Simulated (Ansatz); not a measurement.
Simulated powder pattern, neutron, λ = 1.5401 Å (kinematic, ideal powder, no thermal factors, coherent scattering alone; the 30 strongest lines at most, above 1 %, up to 2θ = 90°):

```json
[
 {"2θ (°)": "27.90", "I/Imax (%)": "26"},
 {"2θ (°)": "35.79", "I/Imax (%)": "100"},
 {"2θ (°)": "39.87", "I/Imax (%)": "83"},
 {"2θ (°)": "41.14", "I/Imax (%)": "55"},
 {"2θ (°)": "44.81", "I/Imax (%)": "21"},
 {"2θ (°)": "54.64", "I/Imax (%)": "18"},
 {"2θ (°)": "65.24", "I/Imax (%)": "33"},
 {"2θ (°)": "66.15", "I/Imax (%)": "5.2"},
 {"2θ (°)": "68.83", "I/Imax (%)": "11"},
 {"2θ (°)": "73.25", "I/Imax (%)": "14"},
 {"2θ (°)": "75.83", "I/Imax (%)": "61"},
 {"2θ (°)": "75.85", "I/Imax (%)": "2.9"},
 {"2θ (°)": "79.24", "I/Imax (%)": "18"},
 {"2θ (°)": "83.46", "I/Imax (%)": "93"},
 {"2θ (°)": "85.98", "I/Imax (%)": "3.2"},
 {"2θ (°)": "89.31", "I/Imax (%)": "20"}
]
```

The pattern belongs to a structure relaxed with PBE (plane waves, PAW; program Ansatz).

Problem. Which compound is it?
A) TaAs, I4_1md (Ta on 4a, As on 4a)
B) HfC, rock salt
C) MgH2, rutile
D) AlNi, CsCl type

Solution. C, MgH2, rutile

Problem. Give the lattice parameters.

Solution. a = 4.517 Å, c = 3.013 Å.

Space group P4_2/mnm (rutile). Symmetry was held in the PBE relaxation; phonons on a q-mesh show no instability.

Potentials: the later of the program's two PAW sets.
